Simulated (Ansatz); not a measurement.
In HfO₂ (fluorite type) the Hf atom of the primitive cell, with all its periodic images, is moved by 0.06 Å along [111].

```
Hf O
1.0
     0.00000    2.53500    2.53500
     2.53500    0.00000    2.53500
     2.53500    2.53500    0.00000
Hf O
1 2
Direct
  0.00683 0.00683 0.00683
  0.25000 0.25000 0.25000
  0.75000 0.75000 0.75000
```

Computed with Ansatz 0.2.0 development build, HSE06, plane waves, all-electron PAW datasets generated for the crystal, point nucleus.

Cutoff 520 eV; exchange singularity: Wigner-Seitz; k-mesh 4×4×4 Γ-centred; Fermi–Dirac smearing of 0.05 eV; no spin polarisation; no spin–orbit coupling.

Q: What force results?

A: The force on it along the displacement is -0.3513 eV/Å, a force constant of 5.85 eV/Å².

| atom | Fx (eV/Å) | Fy (eV/Å) | Fz (eV/Å) |
| --- | --- | --- | --- |
| Hf1 | -0.2028 | -0.2028 | -0.2028 |
| O2 | 0.1288 | 0.1288 | 0.1288 |
| O3 | 0.0740 | 0.0740 | 0.0740 |

This cubic structure is a model: it isn't the usual form of the substance at ambient conditions, and such phases are metastable or hypothetical.
